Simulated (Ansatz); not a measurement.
The cell of CoSi4 is invented: random cell by space group and Wyckoff sites (P4/mmm, No. 123). Its size is a rough estimate.

Space group P4/mmm (No. 123). a = 4.471 Å, b = 4.471 Å, c = 3.719 Å, α = 90.00°, β = 90.00°, γ = 90.00°
```
atom  site  symmetry       x       y       z
  Co    1a     4/mmm  0.0000  0.0000  0.0000
  Si    4k      m.2m  0.7362  0.7362  0.5000
```

These are results of Ansatz 0.2.0, DFT PBE, scalar-relativistic, plane waves, PAW, not measurements. Cutoff 420 eV, Gaussian smearing, Γ-centred meshes. Cell and atoms relax first on a coarse mesh and then on a finer one. In between, the cell is made exact in the group found at 0.06 Å. In metals the finer mesh still leaves noise of several meV/atom or more. The steps can't lower the symmetry of their start. Collinear spin, starting moments Co 3.0 μB; they died out on the coarse mesh, so the last step has no spin.

A guess keeps its type if space group and coordination stay and the shape of the cell changes little (axis ratios within about 15 %, angles within 6°); the volume may change.

Problem. Does it keep its structure type, or change into something else?

Solution. It doesn't keep its type. The symmetry stays P4/mmm (No. 123). The volume per atom shrinks by 5.2 %, from 14.9 to 14.1 Å³. The shortest distance goes from 2.11 Å (Si–Si) to 2.36 Å (Co–Si). The ratio c/a of the conventional cell changes by a factor of 0.62. Counting neighbours within 15 % of an atom's shortest distance, the start has Co 8, Si 4 and the end Co 10, Si 6. In detail, at the end around Co lie 8 Si at 2.36 Å and 2 Co at 2.64 Å; Si has 2 Co at 2.36 Å, 2 Si at 2.39 Å and 4 Si at 2.64–2.77 Å.

```
Co Si
1.0
     5.16410    0.00000    0.00000
     0.00000    5.16410    0.00000
     0.00000    0.00000    2.64368
Co Si
1 4
Cartesian
  0.0000 0.0000 0.0000
  3.7779 3.7779 1.3218
  1.3862 1.3862 1.3218
  1.3862 3.7779 1.3218
  3.7779 1.3862 1.3218
```

The last run used an 8×8×14 mesh (in the run's order of axes) for its 5-atom cell and Gaussian smearing of 0.10 eV. Trial moments died out on the coarse mesh, so the last step has no spin; another magnetic start might hold. Symmetry constrained the relaxation, so the result can be a saddle point.
